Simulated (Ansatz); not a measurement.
Profile along the Li–Li line in Li (fcc, Cu type)

Li (fcc, Cu type), conventional cell a = b = c = 4.234 Å, α = β = γ = 90.00°. The calculation uses the primitive cell of 1 atom, to which meshes and values per cell refer.

Fields along a shortest Li–Li line of a {100} plane (2.99 Å), from Li to Li, interpolated on the slice's grid (step about 0.1 Å). Level of theory: LDA (plane waves to 420 eV, PAW, scalar-relativistic; Ansatz, a quantum-chemistry and plane-wave program). k mesh 19×19×19. Near the nuclei the fields are pseudised (PAW); where an atom keeps semicore shells as valence, they peak there. Li was relaxed with its symmetry unable to fall. This is one of several known forms of Li; the measured ambient cells at hand have space group No. 229.

```csv
distance from Li (Å),valence electron density (e/Å³),electron localisation function
0.00,9.42,x
0.15,7.90,x
0.30,4.56,x
0.45,1.64,x
0.60,0.33,0.20
0.75,0.09,0.03
0.90,0.06,0.03
1.05,0.06,0.12
1.20,0.06,0.32
1.35,0.06,0.49
1.50,0.06,0.54
1.64,0.06,0.49
1.79,0.06,0.32
1.94,0.06,0.12
2.09,0.06,0.03
2.24,0.09,0.03
2.39,0.33,0.20
2.54,1.64,x
2.69,4.56,x
2.84,7.90,x
2.99,9.42,x
```

x: too close to a nucleus for the ELF to mean much.

Density on the Li–Li line (2.99 Å) at its midpoint: 0.06 e/Å³. ELF at that point: 0.54. ELF maximum in the middle third of the Li–Li line: 0.54, 1.5 Å from Li.
